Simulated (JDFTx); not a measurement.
System: hexafluoropropene, C3F6 (SMILES FC(F)=C(F)C(F)(F)F), charge 0, multiplicity 1; geometry: optimised with GFN2-xTB in vacuum (no frequencies checked; largest PBE force component 1.2 eV/Å). Coordinates in Å:
```
F    -2.21    0.24   -0.02
C    -1.04   -0.35   -0.02
F    -1.16   -1.65   -0.02
C     0.12    0.31   -0.02
F     0.13    1.65   -0.02
C     1.50   -0.31   -0.02
F     2.19    0.04    1.07
F     1.45   -1.64   -0.05
F     2.21    0.09   -1.07
```

All numbers are PBE, GBRV ultrasoft potentials, plane waves to 20/100 Ha results from JDFTx (a modified build), not measurements. Liquid: CANDLE, water, 0.5 M NaCl. The liquid run sits in a periodic box with 3.75 Å from the outermost atoms to the faces; the vacuum run is isolated. The box matters at about 0.01 eV. ΔG_solv is the difference of the two single-point energies, liquid minus vacuum; no corrections are added.

Task: Estimate the solvation energy and its parts.

Result: The solvation energy comes out as 9.3 kJ/mol, the part: cavitation term of the fluid comes out as 55 kJ/mol and the part: dispersion term of the fluid is -40 kJ/mol. The part: electrostatic term of the fluid comes out as -6.9 kJ/mol and the part: distortion of the solute's electrons is 0.9 kJ/mol. The dipole moment in vacuum is 1.02 D. The dipole moment in the liquid is 1.31 D and the highest occupied level in vacuum (zero: vacuum level) is -7.04 eV. The highest occupied level in the liquid (zero: bulk electrolyte) comes out as -6.74 eV.
